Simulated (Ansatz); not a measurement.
Input for Ansatz (plane-wave DFT, PAW):

```yaml
crystal:
  lattice:
    - [4.0463675289, 0.0, 0.0]
    - [-2.0231837644, 3.5042570731, 0.0]
    - [0.0, 0.0, 5.5161456498]
  atoms:
    - { symbol: Sb, position: [0.3333333333, 0.6666666667, 0.25] }
    - { symbol: Sb, position: [0.6666666667, 0.3333333333, 0.75] }
    - { symbol: Pd, position: [0.0, 0.0, 0.0] }
    - { symbol: Pd, position: [0.0, 0.0, 0.5] }
basis:
  ecutwfc: 420
kpoints:
  mp_grid: { grid: [12, 12, 8] }
hamiltonian:
  xc: pbesol
scf:
  occupations: { method: gaussian, width: 0.1 }
output:
  forces: true
  stress: true
  eigenvalues: true
relax:
  adjacent_minimum: "off"
  f_tol: 0.01
  max_steps: 30
  cell: { stress_tol: 0.1, fix: [volume] }
```

Command:
```bash
ansatz run input.yaml --threads 1 --pin off --max-ram 2560MiB --backend cpu --events-out ev --progress --plain --runs-dir out
```

Method: DFT PBEsol, scalar-relativistic, plane waves, PAW in Ansatz.

Part of what the program printed, abridged:

```
Pseudopotentials: kind: paw
Pseudopotential: Sb, paw, valence charge 15, recommended cutoff 420 eV (normal)
Pseudopotential: Pd, paw, valence charge 18, recommended cutoff 420 eV (normal)
Functional definition: PBEsol
Crystal: 4 atoms, lattice volume = 78.216 Å³
Basis set: ecut = 420 eV, 1519 PW (Γ), exchange–correlation on 60×60×80 points (8 copies of the dense FFT grid, shifted against one another)
Bands: 40, of which v1, the nominal top of the filled ones, is band 33 counted from 1 (32 counted from 0)
Symmetry: 24 space group operations
Space group: P63/mmc (ITA 194), of the structure as read, at distance tolerance 4.3e-5 Å
k-points: 95 of 1152
Initial density: superposition of atomic densities (neutral atoms: chi_scale 0, normalization atom), corrected by the library's trained network
Initial wavefunctions: pseudopotential atomic-orbital guess
Functional: x = pbesol(κ = 0.804, μ = 0.12345679), c = pbesol(β = 0.046)
SCF iter   1: F=—  HF=-26631.277959 eV  |F-HF|=—  |Δ(HF+E_count)|=         —  Δρ=6.76e-3  dr2=3.62e-2  ethr=1.77e-3  ⟨swp⟩=6.7  Hψ=15426  notcnv=0  defer=17
SCF iter   2: F=—  HF=-26631.277632 eV  |F-HF|=—  |Δ(HF+E_count)|=   3.27e-4  Δρ=6.20e-3  dr2=2.73e-2  ethr=5.48e-5  ⟨swp⟩=2.0  Hψ=7955  notcnv=0  defer=175
SCF iter   3: F=—  HF=-26631.270379 eV  |F-HF|=—  |Δ(HF+E_count)|=   7.25e-3  Δρ=7.18e-4  dr2=1.80e-4  ethr=4.13e-5  ⟨swp⟩=3.0  Hψ=6801  notcnv=0  defer=175
SCF iter   4: F=—  HF=-26631.270400 eV  |F-HF|=—  |Δ(HF+E_count)|=   2.10e-5  Δρ=1.19e-4  dr2=1.43e-5  ethr=2.73e-7  ⟨swp⟩=2.5  Hψ=6285  notcnv=0  defer=175
SCF iter   5: F=—  HF=-26631.270407 eV  |F-HF|=—  |Δ(HF+E_count)|=   6.89e-6  Δρ=5.01e-5  dr2=2.73e-6  ethr=2.17e-8  ⟨swp⟩=2.5  Hψ=5578  notcnv=0  defer=175
SCF iter   6: F=—  HF=-26631.270407 eV  |F-HF|=—  |Δ(HF+E_count)|=   5.21e-8  Δρ=1.51e-5  dr2=2.25e-7  ethr=4.13e-9  ⟨swp⟩=2.1  Hψ=4652  notcnv=0  defer=175
SCF iter   7: F=-26631.270407 eV  HF=-26631.270407 eV  |F-HF|=1.12e-8  |Δ(HF+E_count)|=   1.69e-8  Δρ=5.01e-6  dr2=2.41e-8  ethr=1.52e-10  ⟨swp⟩=8.8  Hψ=15574  notcnv=0
SCF 1 converged in 7 iterations: F = -26631.270407 eV  dr2 = 2.41e-8
relax step   1: F+E_penalty+E_count = -26631.27040708 eV  Δ(F+E_penalty+E_count) = +0.000e0 eV  max|allowed force component| = 4.163e-17 eV/Å  Δτ_max = 0.0000 Å  P = +4.013 GPa  Ω = 78.216 Å³  fix = [volume]  reactions: volume +4.013 GPa (7 SCF iters, dr2 threshold 1.00e-7 eV, accepted)
Initial density: handed on by an earlier stage of this run
Initial wavefunctions: pseudopotential atomic-orbital guess (no wavefunctions were taken with the density)
SCF iter   1: F=—  HF=-26631.270395 eV  |F-HF|=—  |Δ(HF+E_count)|=         —  Δρ=5.08e-6  dr2=2.47e-8  ethr=7.88e-8  ⟨swp⟩=3.4  Hψ=24664  notcnv=0
SCF iter   2: F=—  HF=-26631.270407 eV  |F-HF|=—  |Δ(HF+E_count)|=   1.17e-5  Δρ=3.24e-6  dr2=1.11e-8  ethr=3.75e-11  ⟨swp⟩=2.4  Hψ=7013  notcnv=0
SCF iter   3: F=—  HF=-26631.270407 eV  |F-HF|=—  |Δ(HF+E_count)|=   1.48e-9  Δρ=8.78e-7  dr2=1.07e-9  ethr=1.69e-11  ⟨swp⟩=2.1  Hψ=5341  notcnv=0
SCF iter   4: F=-26631.270407 eV  HF=-26631.270407 eV  |F-HF|=2.18e-11  |Δ(HF+E_count)|=  1.09e-11  Δρ=3.36e-7  dr2=1.24e-10  ethr=1.63e-12  ⟨swp⟩=2.1  Hψ=5274  notcnv=0
SCF iter   5: F=-26631.270407 eV  HF=-26631.270407 eV  |F-HF|=3.64e-12  |Δ(HF+E_count)|=  1.09e-11  Δρ=1.29e-7  dr2=1.49e-11  ethr=1.00e-12  ⟨swp⟩=1.0  Hψ=3800  notcnv=0
SCF iter   6: F=-26631.270407 eV  HF=-26631.270407 eV  |F-HF|=7.28e-12  |Δ(HF+E_count)|=    0.00e0  Δρ=2.79e-8  dr2=8.18e-13  ethr=1.00e-12  ⟨swp⟩=1.0  Hψ=3800  notcnv=0
SCF iter   7: F=-26631.270407 eV  HF=-26631.270407 eV  |F-HF|=0.00e0  |Δ(HF+E_count)|=    0.00e0  Δρ=6.46e-9  dr2=2.63e-14  ethr=1.00e-12  ⟨swp⟩=1.0  Hψ=3800  notcnv=0
SCF iter   8: F=-26631.270407 eV  HF=-26631.270407 eV  |F-HF|=0.00e0  |Δ(HF+E_count)|=  7.28e-12  Δρ=1.28e-9  dr2=1.20e-15  ethr=1.00e-12  ⟨swp⟩=1.1  Hψ=8006  notcnv=0
SCF 2 converged in 8 iterations: F = -26631.270407 eV  dr2 = 1.20e-15
SCF converged after 8 iterations
Free energy (F): -26631.270407 eV
Harris-Foulkes:  -26631.270407 eV  (|F-HF|=0.00e0)
Internal energy: -26631.262823 eV  (E = F + TS)
E sigma→0 (E₀):  -26631.266615 eV
Entropy (-TS):   -0.007584 eV (-1.896 meV/atom)
Fermi energy:    15.880437 eV
--- Per-component energies (eV) ---
  E_band       = -620.920177
  E_kinetic    = 1450.337391
  E_local      = -7185.204479  (includes V_loc(G=0)·N_el)
  E_nonlocal   = 1169.511477
  E_hartree    = 3110.009501
  E_xc         = -613.976485
  E_vxc        = -620.593645  (∫ρ·V_xc dr)
  E_paw        = -16373.492668  (= ΣΔE_a)
  E_vpaw       = -1654.990320  (= ΣTr[D̂ρ^β])
  E_aug_tail   = 0.000395  (compensation charges beyond the density's cutoff)
  E_ewald      = -8189.716717
  E_core_change = 1.268762  (= ΣΔE_core)
  E_smearing   = -0.007584  (= −TS)
--- Forces (eV/Å), atoms counted from 1 ---
  atom   1  Sb     0.00000000     0.00000000     0.00000000
  atom   2  Sb     0.00000000     0.00000000     0.00000000
  atom   3  Pd     0.00000000     0.00000000     0.00000000
  atom   4  Pd     0.00000000     0.00000000     0.00000000
--- Stress (GPa, compression-positive) ---
        4.011475       0.000000       0.000000
        0.000000       4.011475       0.000000
        0.000000       0.000000       4.014318
  P = ⅓ Tr σ = 4.0124 GPa (40.124 kbar)
--- Band table (eV; the first three rows and the last of 95) ---
  k-point 0: bands = ["-69.1086", "-69.0904", "-34.9729", "-34.8977", "-34.8977", "-34.8759", "-34.8759", "-34.7526", "-13.4063", "-13.4063", "-13.3814", "-13.3804", "-13.3804", "-13.3775", "-13.3744", "-13.3744", "-13.3675", "-13.3675", "3.4402", "7.0138", "9.4618", "10.3646", "10.3646", "10.8176", "11.7574", "11.7574", "12.3188", "12.3188", "13.4125", "13.4125", "15.7982", "16.4082", "16.4082", "18.6001", "18.8851", "19.1149", "19.1149", "21.6393", "21.8298", "21.8298"]
  k-point 1: bands = ["-69.1079", "-69.0911", "-34.9646", "-34.8968", "-34.8968", "-34.8767", "-34.8767", "-34.7611", "-13.4052", "-13.4052", "-13.3812", "-13.3810", "-13.3810", "-13.3776", "-13.3743", "-13.3743", "-13.3682", "-13.3682", "3.5167", "6.6600", "9.8640", "10.4222", "10.4222", "10.8973", "11.8004", "11.8004", "12.2260", "12.2260", "13.2846", "13.2846", "15.6176", "16.6081", "16.6081", "18.1672", "19.0701", "19.0701", "19.0876", "21.8460", "21.8460", "21.9149"]
  k-point 2: bands = ["-69.1060", "-69.0930", "-34.9410", "-34.8945", "-34.8945", "-34.8791", "-34.8791", "-34.7852", "-13.4020", "-13.4020", "-13.3830", "-13.3830", "-13.3807", "-13.3780", "-13.3740", "-13.3740", "-13.3697", "-13.3697", "3.7447", "5.9666", "10.5916", "10.5916", "10.6565", "11.1173", "11.9263", "11.9263", "11.9662", "11.9662", "12.9985", "12.9985", "15.2440", "17.0939", "17.0939", "17.2313", "18.9242", "18.9242", "19.6080", "21.9127", "21.9127", "22.3473"]
  k-point 94: bands = ["-69.0994", "-69.0994", "-34.8891", "-34.8891", "-34.8884", "-34.8884", "-34.8631", "-34.8631", "-13.3961", "-13.3961", "-13.3890", "-13.3890", "-13.3724", "-13.3724", "-13.3708", "-13.3708", "-13.3650", "-13.3650", "5.9966", "5.9966", "10.1904", "10.1904", "11.1210", "11.1210", "11.4607", "11.4607", "12.4943", "12.4943", "12.5366", "12.5366", "13.5738", "13.5738", "14.0001", "14.0001", "19.8229", "19.8229", "22.4270", "22.4270", "23.1478", "23.1478"]
--- Relaxed structure (1 steps of the walk, 1 accepted, 1 SCFs on fresh bases) ---
  F+E_penalty+E_count = -26631.27040709 eV   max|allowed force component| = 4.395e-17 eV/Å   (the final SCF, on the basis selected at the relaxed cell)
  cell:  # Å, volume = 78.2163 Å³
    - [4.04636752, 0.0, 0.0]
    - [-2.02318376, 3.50425707, 0.0]
    - [0.0, 0.0, 5.5161456498]
  atoms:
    - { symbol: Sb, position: [0.33333333, 0.66666666, 0.25] }
    - { symbol: Sb, position: [0.66666666, 0.33333333, 0.75] }
    - { symbol: Pd, position: [0.0, 0.0, 0.0] }
    - { symbol: Pd, position: [0.0, 0.0, 0.5] }
```

The relaxation met its thresholds.

It took 31 s on 1 thread of Arm Neoverse V2, on a shared host, peak memory 0.49 GiB.